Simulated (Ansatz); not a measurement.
The start is a generated cell, Co2Si built in the Co2Si structure type. A full variable-cell relaxation at zero pressure is run with r2SCAN (plane waves to 500 eV, PAW, scalar-relativistic; Ansatz, a quantum-chemistry and plane-wave program). The first steps use a coarse 4×5×3 k-mesh.

Starting cell:
```
CELL_PARAMETERS angstrom
      4.91800     0.00000     0.00000
      0.00000     3.73800     0.00000
      0.00000     0.00000     7.10900
ATOMIC_POSITIONS crystal
  Co 0.53800 0.25000 0.78200
  Co 0.03800 0.25000 0.71800
  Co 0.46200 0.75000 0.21800
  Co 0.96200 0.75000 0.28200
  Co 0.17400 0.25000 0.06200
  Co 0.67400 0.25000 0.43800
  Co 0.82600 0.75000 0.93800
  Co 0.32600 0.75000 0.56200
  Si 0.70200 0.25000 0.11100
  Si 0.20200 0.25000 0.38900
  Si 0.29800 0.75000 0.88900
  Si 0.79800 0.75000 0.61100
```
Spin-polarised start, with parallel moments on Co.

### Question
How large is the pressure on the unrelaxed cell, and of which sign?

### Answer
-9 GPa (negative: the cell is under tension).

### Question
Which atoms feel the largest initial force, and how large is it?

### Answer
About 0.4 eV/Å, on Si9, Si10, Si11, Si12 (atoms numbered as listed).

### Question
How much energy is released per atom?

### Answer
0.02 eV/atom.

### Question
How does the volume per atom move from start to end?

### Answer
-4.2 %, from 10.89 to 10.43 Å³/atom.

### Question
How do the shortest distances between atoms change?

### Answer
The closest pairs of elements (up to four, under 3.6 Å), start → end: Co–Si 2.32 → 2.27 Å; Co–Co 2.50 → 2.46 Å; Si–Si 3.15 → 3.06 Å.

### Question
What band gap does the relaxed structure have at this level?

### Answer
Zero (metallic).

### Question
What magnetic moments remain?

### Answer
Net 0.50 μB/atom, ferromagnetic.

### Question
What does it relax into? Give the structure.

### Answer

```cif
data_Co8Si4
_chemical_formula_sum 'Co8 Si4'
_space_group_name_H-M_alt 'Pnma'
_space_group_IT_number 62
_space_group_name_Hall '-P 2ac 2n'
_cell_length_a 4.85225
_cell_length_b 3.70413
_cell_length_c 6.96671
_cell_angle_alpha 90.000
_cell_angle_beta 90.000
_cell_angle_gamma 90.000
loop_
_atom_site_label
_atom_site_type_symbol
_atom_site_symmetry_multiplicity
_atom_site_Wyckoff_symbol
_atom_site_fract_x
_atom_site_fract_y
_atom_site_fract_z
_atom_site_occupancy
Co1 Co 4 c 0.03539 0.25000 0.72102 1
Co2 Co 4 c 0.17263 0.25000 0.06332 1
Si1 Si 4 c 0.20102 0.25000 0.39606 1
```

The space group stays Pnma (No. 62) (the run could not lower it); the end is AFLOW prototype A2B_oP12_62_2c_c (C37, as in Co2Si), with 12 atoms in the primitive magnetic cell. Final values are on a 8×10×6 k-mesh of the relaxed cell. Spin state reached: ferromagnetic (net 0.50 μB/atom), from parallel starting moments; other spin orders were not run from this start. r2SCAN tends to overstate moments in metals.

The run could not lose the symmetry of its start; a randomly shaken copy of 12 atoms returns to this structure.
